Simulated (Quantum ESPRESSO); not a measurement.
# Mo5W3: input and log of a self-consistent run

Simulated, not a measurement. The program is pw.x of Quantum ESPRESSO 7.5 (plane-wave density functional theory). The cell is made up: eight metal atoms on a hexagonal close-packed lattice, with elements, volume, strain and displacements drawn at random and not relaxed, so it may be unstable or far from any real phase. PseudoDojo standard norm-conserving files set the functional (PBE unless stated); there is no spin polarisation or spin-orbit coupling, the Fermi-Dirac width of 0.25 eV means electrons at about 2900 K, and the masses in the input are unused placeholders. Heavy elements are run without spin-orbit coupling, which real alloys of them have. A spin test at this wide smearing found no moment, but such smearing suppresses magnetism that the real alloy may have.

Input:

```
&control calculation='scf', pseudo_dir='./dojo.nc.sr.pbe.v0_5.standard.upf', outdir='./o', disk_io='minimal', tprnfor=.true., tstress=.true. /
&system ibrav=0, nat=8, ntyp=2, nbnd=74, ecutwfc=79.96652505, nosym=.true., tot_charge=0,
 occupations='smearing', smearing='fd', degauss=0.0183746611
/
&electrons conv_thr=1.470e-08, electron_maxstep=70, mixing_beta=0.5 /
ATOMIC_SPECIES
Mo 1.0 Mo.upf
W 1.0 W.upf
CELL_PARAMETERS angstrom
2.7545 0.0125 -0.0101
1.3825 -2.4081 -4.4348
1.4257 7.2653 -4.4435
ATOMIC_POSITIONS angstrom
Mo -0.049 0.0036 0.004
W 1.4092 2.406 -4.4562
Mo 1.3902 -0.7624 -2.2251
W 2.78 1.6451 -6.6799
Mo 2.7863 4.829 -4.439
Mo 2.7991 0.0132 -4.4543
W 2.7891 1.5827 -2.2118
Mo 4.2088 4.1206 -6.7012
K_POINTS automatic
9 5 3 1 1 1
```

The log is shortened where brackets say so; the opening notice, blank lines, dates and the lines on written files are dropped, and the path of the files is cut. It prints rydbergs, bohrs and kilobars, and counts compression as positive stress. Its total energy is the free energy E - TS of the whole cell.

```
     Program PWSCF v.7.5
     Parallel version (MPI & OpenMP), running on       4 processor cores
     Number of MPI processes:                 4
     Threads/MPI process:                     1
     [start-up lines left out]
     bravais-lattice index     =            0
     lattice parameter (alat)  =       5.2053  a.u.
     unit-cell volume          =     796.8857 (a.u.)^3
     number of atoms/cell      =            8
     number of atomic types    =            2
     number of electrons       =       112.00
     number of Kohn-Sham states=           74
     kinetic-energy cutoff     =      79.9665  Ry
     charge density cutoff     =     319.8661  Ry
     scf convergence threshold =      1.5E-08
     mixing beta               =       0.5000
     number of iterations used =            8  plain     mixing
     Exchange-correlation= PBE
                           (   1   4   3   4   0   0   0)
     [axes and pseudopotential details left out]
   Cartesian axes
     site n.     atom                  positions (alat units)
         1        Mo     tau(   1) = (  -0.0177888   0.0013069   0.0014521  )
         2        W      tau(   2) = (   0.5115905   0.8734649  -1.6177615  )
         3        Mo     tau(   3) = (   0.5046928  -0.2767787  -0.8077917  )
         4        W      tau(   4) = (   1.0092404   0.5972307  -2.4250450  )
         5        Mo     tau(   5) = (   1.0115275   1.7531014  -1.6115173  )
         6        Mo     tau(   6) = (   1.0161744   0.0047921  -1.6170718  )
         7        W      tau(   7) = (   1.0125440   0.5745773  -0.8029633  )
         8        Mo     tau(   8) = (   1.5279464   1.4959266  -2.4327776  )
     number of k points=    68  Fermi-Dirac smearing, width (Ry)=  0.0184
                       cart. coord. in units 2pi/alat
        k(    1) = (   0.0552699   0.0186873  -0.0550295), wk =   0.0296296
        k(    2) = (   0.0565102  -0.1710617   0.0483910), wk =   0.0296296
     [further k points left out]
     Dense  grid:    76943 G-vectors     FFT dimensions: (  30,  60,  96)
     Estimated max dynamical RAM per process >     320.67 MB
     Estimated total dynamical RAM >       1.20 GB
     Initial potential from superposition of free atoms
     starting charge     111.9913, renormalised to     112.0000
     Starting wfcs are   80 randomized atomic wfcs
     total cpu time spent up to now is        6.6 secs
     per-process dynamical memory:   268.4 Mb
     Self-consistent Calculation
     iteration #  1     ecut=    79.97 Ry     beta= 0.50
     Davidson diagonalization with overlap
     ethr =  1.00E-02,  avg # of iterations =  2.9
     total cpu time spent up to now is       23.4 secs
     total energy              =   -1156.35534008 Ry
     estimated scf accuracy    <       2.19726859 Ry
     iteration #  2     ecut=    79.97 Ry     beta= 0.50
     Davidson diagonalization with overlap
     ethr =  1.96E-03,  avg # of iterations =  7.3
     total cpu time spent up to now is       43.0 secs
     total energy              =   -1151.97330658 Ry
     estimated scf accuracy    <     120.29352756 Ry
     iteration #  3     ecut=    79.97 Ry     beta= 0.50
     Davidson diagonalization with overlap
     ethr =  1.96E-03,  avg # of iterations =  5.3
     total cpu time spent up to now is       61.6 secs
     total energy              =   -1157.23460077 Ry
     estimated scf accuracy    <       4.03192039 Ry
     iteration #  4     ecut=    79.97 Ry     beta= 0.50
     Davidson diagonalization with overlap
     ethr =  1.96E-03,  avg # of iterations =  2.0
     total cpu time spent up to now is       74.0 secs
     total energy              =   -1157.43473523 Ry
     estimated scf accuracy    <       2.16402371 Ry
     iteration #  5     ecut=    79.97 Ry     beta= 0.50
     Davidson diagonalization with overlap
     ethr =  1.93E-03,  avg # of iterations =  1.0
     total cpu time spent up to now is       85.0 secs
     total energy              =   -1157.55231994 Ry
     estimated scf accuracy    <       1.05584888 Ry
     [iterations 6 to 15 left out]
     iteration # 16     ecut=    79.97 Ry     beta= 0.50
     Davidson diagonalization with overlap
     ethr =  9.69E-09,  avg # of iterations =  1.0
     total cpu time spent up to now is      237.9 secs
     total energy              =   -1157.60849447 Ry
     estimated scf accuracy    <       0.00000120 Ry
     iteration # 17     ecut=    79.97 Ry     beta= 0.50
     Davidson diagonalization with overlap
     ethr =  1.07E-09,  avg # of iterations =  2.3
     total cpu time spent up to now is      251.5 secs
     total energy              =   -1157.60849452 Ry
     estimated scf accuracy    <       0.00000086 Ry
     iteration # 18     ecut=    79.97 Ry     beta= 0.50
     Davidson diagonalization with overlap
     ethr =  7.65E-10,  avg # of iterations =  1.2
     total cpu time spent up to now is      263.5 secs
     total energy              =   -1157.60849460 Ry
     estimated scf accuracy    <       0.00000005 Ry
     iteration # 19     ecut=    79.97 Ry     beta= 0.50
     Davidson diagonalization with overlap
     ethr =  4.65E-11,  avg # of iterations =  4.7
     total cpu time spent up to now is      278.8 secs
     total energy              =   -1157.60849461 Ry
     estimated scf accuracy    <       0.00000002 Ry
     iteration # 20     ecut=    79.97 Ry     beta= 0.50
     Davidson diagonalization with overlap
     ethr =  1.83E-11,  avg # of iterations =  1.8
     total cpu time spent up to now is      291.1 secs
     End of self-consistent calculation
     [lines on levels left out]
!    total energy              =   -1157.60849461 Ry
     estimated scf accuracy    <          2.8E-09 Ry
     smearing contrib. (-TS)   =      -0.14942553 Ry
     internal energy E=F+TS    =   -1157.45906908 Ry
     The total energy is F=E-TS. E is the sum of the following terms:
     one-electron contribution =    -108.77101945 Ry
     hartree contribution      =     131.25093296 Ry
     xc contribution           =    -203.49753104 Ry
     ewald contribution        =    -976.44145155 Ry
     convergence has been achieved in  20 iterations
     Forces acting on atoms (cartesian axes, Ry/au):
     atom    1 type  1   force =    -0.00144787   -0.00609745    0.00102293
     atom    2 type  2   force =     0.00039342    0.01095642   -0.00065223
     atom    3 type  1   force =     0.00554947   -0.01992163    0.00524998
     atom    4 type  2   force =     0.00042789   -0.00399758    0.00050766
     atom    5 type  1   force =    -0.00365847    0.01113205   -0.01947740
     atom    6 type  1   force =    -0.00270182   -0.00466963    0.00735024
     atom    7 type  2   force =     0.00255518    0.02283606   -0.00496290
     atom    8 type  1   force =    -0.00111779   -0.01023825    0.01096172
     Total force =     0.044847     Total SCF correction =     0.000184
     Computing stress (Cartesian axis) and pressure
          total   stress  (Ry/bohr**3)                   (kbar)     P=      297.04
   0.00189455   0.00004032  -0.00002480          278.70        5.93       -3.65
   0.00004032   0.00182711   0.00001251            5.93      268.78        1.84
  -0.00002480   0.00001251   0.00233609           -3.65        1.84      343.65
     init_run     :      6.24s CPU      6.56s WALL (       1 calls)
     electrons    :    277.58s CPU    284.54s WALL (       1 calls)
     forces       :      2.28s CPU      2.30s WALL (       1 calls)
     stress       :      8.30s CPU      8.32s WALL (       1 calls)
     [timing details left out]
     PWSCF        :   4m54.45s CPU   5m 1.85s WALL
     JOB DONE.
```

In other units: free energy -15750.066 eV for the cell, pressure 29.70 GPa, largest force component 0.587 eV/Å in size. The run took 304 s of wall time with four MPI processes on a shared machine (Intel Xeon, 2023 or later, virtual cores), so the time is rough. A rerun of this cell at a higher cutoff and on a denser mesh moved values by no more than 0.002 eV in energy, 0.13 GPa in stress and 0.007 eV/Å in force, and a second program with other atomic files agreed on that cell to 2 % rms in force and 0.5 GPa in pressure.